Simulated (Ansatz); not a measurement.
AlP:
```
AlP
1.0
    3.82118     0.00000     0.00000
   -1.91059     3.30924     0.00000
    0.00000     0.00000     8.63246
Al P
3 3
Direct
  0.50000   0.00000   0.50000
  0.00000   0.50000   0.16667
  0.50000   0.50000   0.83333
  0.50000   0.00000   0.00000
  0.00000   0.50000   0.66667
  0.50000   0.50000   0.33333
```

Relaxed with PBEsol. Independent-particle spectrum: no excitons, no local fields, no scissors shift; 0.1 eV broadening; ε₁ of the summed bands alone.

**Question.** Tabulate the dielectric function from plane-wave PAW PBEsol (Ansatz code).

**Answer.** 

```
E (eV)  ε₁ xx  ε₂ xx   ε₁ zz  ε₂ zz
------  -----  -----  ------  -----
0.0     13.53   0.00   14.85   0.00
0.5     13.75   0.00   15.12   0.00
1.0     14.50   0.00   16.01   0.00
1.5     16.05   0.00   17.86   0.00
2.0     19.49   0.38   21.84   0.00
2.5     27.90   2.49   36.22   2.07
3.0     24.97  20.72   27.51  30.78
3.5     18.60  32.78   11.87  37.66
4.0     -6.25  31.85   -7.86  27.19
4.5     -8.27  17.81   -9.33  19.37
5.0     -7.41  12.23  -10.33  13.37
5.5     -6.35   9.92   -8.76   8.55
6.0     -6.73   7.37   -6.92   6.17
6.5     -5.61   5.84   -5.80   5.48
7.0     -5.12   4.54   -5.48   4.06
7.5     -4.25   3.61   -4.59   3.36
8.0     -4.16   3.30   -4.12   2.45
8.5     -3.83   2.41   -3.48   1.98
9.0     -3.28   1.77   -3.00   1.73
9.5     -2.78   1.34   -2.68   1.30
10.0    -2.38   1.04   -2.38   1.01
10.5    -1.97   0.87   -1.94   0.79
11.0    -1.66   0.78   -1.63   0.71
11.5    -1.45   0.65   -1.43   0.66
12.0    -1.22   0.57   -1.28   0.53
```

**Question.** From ε at 2.2 eV (xx: 21.43 + 0.84i), find n, k, the normal reflectivity and the absorption coefficient.

**Answer.** n = 4.63, k = 0.091, R = 42 %, α = 2kE/ħc = 20000 cm⁻¹.

With all bands, ε∞ without local fields is 13.5 (xx = yy), 14.9 (zz). DFPT, with local fields, gives 12.6 (xx = yy), 14.0 (zz).

Space group P6_222. The start of the workflow was typed in or built on a structure type; neither database checked (COD, Materials Project) lists it. It is not the phase usual at ambient conditions (space group No. 216). The PBEsol relaxation kept the symmetry of its start; of distortions, only those at the zone centre were tested.

Potentials: the later of the program's two PAW sets.
